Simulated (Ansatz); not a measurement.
# AgBr₂: reading a single point

```
Br Ag
1.0
     0.00000    0.00000    5.88942
     5.95477    0.00000    0.00000
     2.97739    5.52492   -2.94471
Br Ag
4 2
Direct
  0.11171 0.09529 0.22342
  0.88829 0.90471 0.77658
  0.38829 0.31871 0.77658
  0.61171 0.68129 0.22342
  0.25000 0.00000 0.00000
  0.75000 0.00000 0.00000
```

The numbers come from plane-wave PAW DFT (Ansatz): r2SCAN, no spin polarisation, 500 eV, 7×7×7 Γ-centred k points, fermi-dirac occupations (width 0.1 eV). Nothing was relaxed.

(1) Metal or insulator?

(2) Is it stable against the elements?

(3) Which atom feels the largest force, and which way?

(4) What does the stress say?

Origin: a known structure type with other elements, at an estimated volume, so it need not be a known compound. Caveats: many states at the Fermi level without spin polarisation, so a magnetic state may lie lower; atoms or cell far from equilibrium.

Answers

(1) It is a metal, with about 9.9 states/eV a cell as the mean within 0.25 eV of the Fermi level, mostly Br p (69 %) and Ag d (29 %).

(2) 0.54 eV an atom against the elements' usual phases (free molecules for gases, crystals otherwise, with no correction for O₂ or N₂), so at this geometry it isn't bound against them. Relaxing would lower it.

(3) The largest is on Br1 (and as large on other atoms): 5.82 eV/Å, components (4.09, 4.15, 0.00). It makes 140° with the line to a nearest neighbour, Ag6 at 2.28 Å, pointing away from it.

(4) The pressure is 19.3 GPa (compression positive), so with the atoms held at these fractions the cell would first expand; the forces are large, so a full relaxation may end otherwise. The principal stresses 15.9, 16.2, 25.7 GPa differ, so its shape would change too.
